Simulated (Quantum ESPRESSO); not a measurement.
# Kohn-Sham bands of ZrS₂ (CdI2 type)

```
CELL_PARAMETERS angstrom
      3.69138     0.00000     0.00000
     -1.84569     3.19683     0.00000
      0.00000     0.00000     6.04108
ATOMIC_POSITIONS crystal
  Zr 0.00000 0.00000 0.00000
  S  0.66667 0.33333 0.76209
  S  0.33333 0.66667 0.23791
```

Materials Project entry mp-1186; symmetrised, unrelaxed at this level. Not found in the COD (Crystallography Open Database) copy used; not checked further. Level: PBEsol, no spin polarisation, no spin-orbit coupling; pw.x of Quantum ESPRESSO at 53 Ry with PseudoDojo potentials, 12×12×6 k-points, Wannier90. Density: 12×12×6 mesh, cold smearing 0.01 Ry. The cell is built of weakly bound layers, chains or molecules, whose nearest atoms lie 3.82 Å apart. Database cells relaxed without dispersion often hold them too far apart, which can enlarge gaps and weakens couplings between them; spacing and stacking were not compared with the measured crystal.

Task: List the Kohn-Sham levels between −8 and 4.0 eV relative to the valence-band maximum at the high-symmetry points, as a band run of pw.x on that density gives them (levels within 2 meV counted together).

Result: 
```
point  k (reciprocal lattice)                                                 levels (eV)
-----  ----------------------  ----------------------------------------------------------
Γ           0.000 0.000 0.000       -4.27, -2.79 (×2), -0.08 (×2), -0.05, 1.53 (×2), 2.37
M           0.500 0.000 0.000  -4.33, -2.60, -2.46, -2.39, -1.68, -1.18, 1.13, 3.20, 3.46
K           0.333 0.333 0.000       -3.36, -3.31 (×2), -2.00 (×2), -1.44, 2.13, 3.14 (×2)
A           0.000 0.000 0.500       -3.36, -2.76 (×2), -1.61, -0.18 (×2), 1.50 (×2), 2.68
L           0.500 0.000 0.500  -4.43, -3.10, -2.57, -2.23, -0.98, -0.80, 0.96, 3.19, 3.46
H           0.333 0.333 0.500       -3.44 (×2), -3.08, -1.88, -1.76 (×2), 2.23, 2.88 (×2)
```
